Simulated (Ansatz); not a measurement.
GaN:
```
CELL_PARAMETERS angstrom
      3.17476     0.00000     0.00000
     -1.58738     2.74942     0.00000
      0.00000     0.00000     7.52309
ATOMIC_POSITIONS crystal
  Ga 0.66667 0.33333 0.25000
  Ga 0.33333 0.66667 0.75000
  N  0.00000 0.00000 0.75000
  N  0.00000 0.00000 0.25000
```

Relaxed with r²SCAN+D4.

Task: Give the Bader charges and basin volumes of the independent atoms, r²SCAN+D4 (plane waves, PAW; program Ansatz).

Result: 

| atom | Bader charge (e) | Bader volume (Å³) |
|---|---|---|
| Ga1 | +1.61 | 13.6 |
| N3 | -1.61 | 19.3 |

Space group P6_3/mmc. The workflow started from a Materials Project entry (that database holds measured and hypothetical structures alike); the Crystallography Open Database copy checked does not list it. It is not the phase usual at ambient conditions (space group No. 186, 216). The r²SCAN+D4 relaxation kept the symmetry of its start; phonons show weakly imaginary modes.

Potentials: the earlier of the program's two PAW sets.
